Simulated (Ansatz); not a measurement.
Property card for YI4

Computed with DFT PBE, scalar-relativistic, plane waves, PAW in Ansatz 0.2.0.

Plane waves to 420 eV, a k mesh through Γ of 12×12×4 on the computed 10-atom cell and Gaussian smearing (0.10 eV); no spin polarisation.

The structure is relaxed at this level of theory with its symmetry kept, and needn't be the ground state of this composition.

```
CELL_PARAMETERS angstrom
5.59816 0.00000 0.00000
-2.79908 4.84815 0.00000
0.00000 0.00000 16.49192
ATOMIC_POSITIONS crystal
Y 0.33333 0.66667 0.75000
Y 0.66667 0.33333 0.25000
I 0.66667 0.33333 0.85917
I 0.33333 0.66667 0.35917
I 0.00000 0.00000 0.64119
I 0.00000 0.00000 0.14119
I 0.66667 0.33333 0.64083
I 0.33333 0.66667 0.14083
I 0.00000 0.00000 0.35881
I 0.00000 0.00000 0.85881
```

| Property | Result |
| --- | --- |
| Space group | P6_3/mmc (No. 194) |
| Volume per atom | 44.76 Å³ |
| Formation energy from the elements' standard states (uncorrected) | -0.281 eV/atom |
| Kohn–Sham band gap | none (metal) |
| Density of states at the Fermi level | 3.8 states/eV per cell |
| Orbital (Löwdin) character within 0.5 eV of the Fermi level | I 5p 89 %, Y 4d 9 % |
| Bader charge by site (e) | Y (2 in the cell) 1.86, I (4 in the cell) -0.47, I (4 in the cell) -0.46 |

Spin-orbit coupling is left out, which matters for the bands of heavy elements. The cell holds layers, chains or molecules and no dispersion correction was added, so their binding is poorly described.

The cell was found from a structure generator's guess, not taken from experiment. Löwdin shares on free-atom orbitals overweight diffuse shells.
